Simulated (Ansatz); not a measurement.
Structure types of Be compared at 160 GPa

Structure types of Be are relaxed in primitive cells with their symmetry kept at 160 GPa, first on PAW files, then by LAPW. The enthalpy is E + pV at zero temperature, without zero-point motion. Only the types listed were tried, and differences under about 5 meV/atom are mesh noise.

All numbers are LDA results (scalar-relativistic) from Ansatz 0.2.0, with Fermi–Dirac smearing of 0.05 eV, no spin polarisation. Methods: LAPW: all electrons, basis error target 0.5 meV/atom; PAW: frozen-core files, cutoff 420 eV.

k meshes: fcc 25×25×25, bcc 26×26×26, hcp 23×23×13, diamond 18×18×18, sc 22×22×22, simple hexagonal 24×24×22.

The PAW files were made under PBE.

Task: Which type is lowest in enthalpy, and by how much?

Result: hcp, 41 meV/atom below bcc. The whole table:

| start type | ends as | a, b, c (Å) | V (Å³/atom) | H − H(lowest), LAPW (meV/atom) | same, PAW |
| --- | --- | --- | --- | --- | --- |
| fcc | fcc, Fm-3m | 2.615, 2.615, 2.615 | 4.47 | 45.6 | 45.8 |
| bcc | bcc, Im-3m | 2.073, 2.073, 2.073 | 4.46 | 41.0 | 41.2 |
| hcp | hcp, P6_3/mmc | 1.863, 1.863, 2.990 | 4.49 | 0.0 | 0.0 |
| diamond | diamond, Fd-3m | 3.642, 3.642, 3.642 | 6.04 | 4404.3 | 4399.7 |
| sc | sc, Pm-3m | 1.707, 1.707, 1.707 | 4.98 | 2014.9 | 2013.1 |
| simple hexagonal | simple hexagonal, P6/mmm | 1.780, 1.780, 1.743 | 4.79 | 1175.6 | 1174.3 |

Task: Split the lead of hcp over bcc into energy and pV.

Result: For bcc less hcp: ΔE = +79.9 meV/atom, and p·ΔV = 160 GPa × -0.0390 Å³ × 6.242 meV/(GPa·Å³) = -39.0 meV/atom, together 40.9 meV/atom. hcp wins by its internal energy, though it is the less dense.

Task: Would bcc gain on hcp at higher pressure?

Result: Yes: dH/dp = V, and its volume is smaller by 0.04 Å³/atom. Held constant, that would close the gap after about 170 GPa more, a rough figure, since the volume difference changes with pressure.
